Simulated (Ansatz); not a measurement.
## CePb3: energy against volume and a worked fit

```cif
data_structure
_symmetry_space_group_name_H-M 'Pm-3m'
_symmetry_Int_Tables_number 221
_cell_length_a 4.8640
_cell_length_b 4.8640
_cell_length_c 4.8640
_cell_angle_alpha 90.000
_cell_angle_beta 90.000
_cell_angle_gamma 90.000
_cell_volume 115.07
loop_
_atom_site_label
_atom_site_type_symbol
_atom_site_symmetry_multiplicity
_atom_site_Wyckoff_symbol
_atom_site_fract_x
_atom_site_fract_y
_atom_site_fract_z
_atom_site_occupancy
Pb1 Pb 3 c 0.50000 0.50000 0.00000 1
Ce1 Ce 1 a 0.00000 0.00000 0.00000 1
```

The cell was scaled at fixed shape and fractions and run with Ansatz, Ansatz PAW, cutoff 420 eV; PBEsol, k mesh 6 × 6 × 6 on the cell of 4 atoms, fermi-dirac occupations of 0.05 eV, collinear spin, ferromagnetic start, no spin-orbit coupling. The potentials were made for PBE. Energies are those that the program minimises, any entropy of the smearing included. For a metal such a mesh isn't converged to the digits shown. The magnetic state is the one that the start led to, which needn't be the lowest. Plain semilocal runs treat an open f shell poorly.

| V (Å³/atom) | energy over the lowest row (meV/atom) |
| --- | --- |
| 27.0426 | 4.02 |
| 27.6180 | 0.00 |
| 28.1934 | 0.34 |
| 28.7687 | 4.60 |
| 29.3441 | 12.33 |
| 29.9195 | ? |
| 30.4949 | 36.66 |

Question: Fit the third-order Birch-Murnaghan form, give V0, B0 and B′, and predict the energy left open.

Answer: With y = (V0/V)^(2/3), E = E0 + (9 V0 B0/16) [(y - 1)³ B′ + (y - 1)² (6 - 4y)]. Least squares through the rows shown give V0 = 27.8534 Å³/atom, E0 = -0.36 meV, B0 = 56.30 GPa (1 eV/Å³ = 160.218 GPa) and B′ = 4.72, with a largest miss of 0.01 meV. At V = 29.9195 the form with these constants gives 23.13 meV; the run gave 23.13 meV an atom. Other set-ups at this level, from all their volumes (Å³/atom, GPa): Ansatz, all-electron LAPW, scalar-relativistic: V0 27.863, B0 56.13.
